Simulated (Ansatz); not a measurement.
ZnS:
```yaml
crystal:
  lattice:
    - [3.83387, 0.00000, 0.00000]
    - [-1.91694, 3.32023, 0.00000]
    - [0.00000, 0.00000, 6.27766]
  atoms:
    - { symbol: Zn, position: [0.33333, 0.66667, 0.00006] }
    - { symbol: Zn, position: [0.66667, 0.33333, 0.50006] }
    - { symbol: S, position: [0.33333, 0.66667, 0.37494] }
    - { symbol: S, position: [0.66667, 0.33333, 0.87494] }
```

Relaxed with HSE06. Special points in fractions of this cell's reciprocal vectors: Γ (0.000, 0.000, 0.000); M (0.500, 0.000, 0.000); K (0.333, 0.333, 0.000); A (0.000, 0.000, 0.500); L (0.500, 0.000, 0.500); H (0.333, 0.333, 0.500).

Question: List the band energies nearest the valence-band maximum at these points for the program Ansatz at the HSE06 level (PAW).

Answer: In eV from the valence-band maximum; about four levels below and three above (degenerate sets whole), none deeper than 8.9 eV; points with the same levels are listed once.

| k | below | above |
|---|---|---|
| Γ | -0.93 -0.93 -0.07 0.00 0.00 | 3.35 4.29 7.59 7.59 |
| M | -3.39 -2.31 -1.73 -0.91 | 4.79 5.49 6.20 |
| K | -3.99 -2.41 -2.41 -2.19 | 5.33 7.31 7.31 |
| A | -0.48 -0.48 -0.48 -0.48 | 4.76 4.76 8.04 8.04 8.04 8.04 |
| L | -1.67 -1.67 -1.67 -1.67 | 4.69 4.69 6.42 6.42 |
| H | -3.18 -3.18 -1.37 -1.37 | 5.73 5.73 7.48 7.48 |

Space group P6_3mc (wurtzite). The HSE06 relaxation kept the symmetry of its start. The hybrid was solved on a coarse mesh, the path and, where they were found, the r²SCAN edge points; its band edges are the extreme levels among these.

Potentials: the earlier of the program's two PAW sets. The files were generated under PBE; for other functionals the program regenerates the frozen cores, and for LDA and PBEsol the local potential too.
